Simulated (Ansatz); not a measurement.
Ni:
```
CELL_PARAMETERS angstrom
      0.00000     2.50324     2.50324
      2.50324     0.00000     2.50324
      2.50324     2.50324     0.00000
ATOMIC_POSITIONS crystal
  Ni 0.00000 0.00000 0.00000
  Ni 0.25000 0.25000 0.25000
```
Starting moments (μB, in the order of the atoms Ni Ni): 0.8 0.8.

Relaxed with PBEsol. Special points in fractions of this cell's reciprocal vectors: Γ (0.000, 0.000, 0.000); X (0.500, 0.000, 0.500); U (0.625, 0.250, 0.625); K (0.375, 0.375, 0.750); L (0.500, 0.500, 0.500); W (0.500, 0.250, 0.750).

Q: List the band energies nearest the Fermi level at these points for DFT-PBEsol in the program Ansatz with PAW potentials.

A: In eV from the Fermi level; about four levels below and three above (degenerate sets whole), none deeper than 8.9 eV; … stands for higher levels left out; points with the same levels are listed once.

```csv
k,below,above
Γ ↑,-1.81 -1.81 -1.81 -0.78 -0.78,…
X ↑,-2.03 -2.03 -0.81 -0.81,0.93 0.93 …
U ↑,-2.28 -2.28 -2.07 -0.74 -0.63,0.91 1.31 …
L ↑,-1.45 -1.45 -0.94 -0.94,0.37 …
W ↑,-2.22 -2.22 -0.63 -0.63,1.47 1.47 …
Γ ↓,-2.59 -2.59 -2.59 -0.98 -0.98 -0.98,0.15 0.15 …
X ↓,-2.15 -2.15 -1.19 -1.19,0.14 0.14 1.47 1.47
U ↓,-2.21 -1.62 -1.49 -1.24,0.21 0.32 1.27
L ↓,-0.59 -0.59 -0.01 -0.01,1.10 …
W ↓,-1.83 -1.83 -1.49 -1.49,0.32 0.32 1.85 1.85
```

Space group Fd-3m (diamond). The start of the workflow was typed in or built on a structure type; neither database checked (COD, Materials Project) lists it. It is not the phase usual at ambient conditions (space group No. 225). The cell was relaxed with PBEsol under the symmetry of its start. At this level the phase is mechanically unstable. Spin order of the final state: ferromagnetic, chosen from 4 collinear starts compared on coarse meshes (ties went to the first, and starts can fall back to one state), not a proven ground state.

Potentials: the later of the program's two PAW sets.
